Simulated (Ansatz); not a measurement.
Relaxed-ion elastic tensor of Bi (fcc (Cu type), Fm-3m) in GPa (Voigt order), r²SCAN (plane waves, PAW; program Ansatz); density 11.06 g/cm³, 31.38 Å³ per atom.

```
41.2  60.8  60.8   0.0   0.0   0.0
60.8  41.2  60.8   0.0   0.0   0.0
60.8  60.8  41.2   0.0   0.0   0.0
 0.0   0.0   0.0   1.1   0.0   0.0
 0.0   0.0   0.0   0.0   1.1   0.0
 0.0   0.0   0.0   0.0   0.0   1.1
```

Task: Is the crystal mechanically stable?

Result: No: the smallest eigenvalue of C is -19.6 GPa.

The start of the workflow was typed in or built on a structure type; neither database checked (COD, Materials Project) lists it. It is not the phase usual at ambient conditions (space group No. 166). Symmetry was held in the r²SCAN relaxation. At this level the phase is mechanically unstable. As this level gives no gap, shear constants depend on the k-mesh and smearing (Fermi–Dirac, 0.1 eV here). Spin–orbit coupling is left out wherever it is not named.

Potentials: the later of the program's two PAW sets.
